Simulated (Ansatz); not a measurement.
Values for one crystal, relaxed and computed with plane-wave PAW LDA (Ansatz code); other levels are named.

```yaml
volume_per_atom: 33.29 Å³
electronic_character: metallic (no gap)
Poisson's ratio: 0.35
mechanical_stability: stable (all eigenvalues of C positive)
Bulk modulus (Birch–Murnaghan fit): 9.1 GPa
Elastic constants (relaxed ions, GPa): C11 = 10.2, C12 = 8.6, C44 = 7.0
Young's modulus: 8.4 GPa
```

Task: Pick the material that matches.
A) Cr, bcc (W type)
B) W, bcc (W type)
C) Na, bcc (W type)
D) Rb, bcc (W type)

Result: C, Na, bcc (W type)

Space group Im-3m (bcc (W type)). Symmetry was held in the LDA relaxation. As this level gives no gap, shear constants depend on the k-mesh and smearing (Fermi–Dirac, 0.1 eV here).

Potentials: the earlier of the program's two PAW sets. The files were generated under PBE; for other functionals the program regenerates the frozen cores, and for LDA and PBEsol the local potential too.
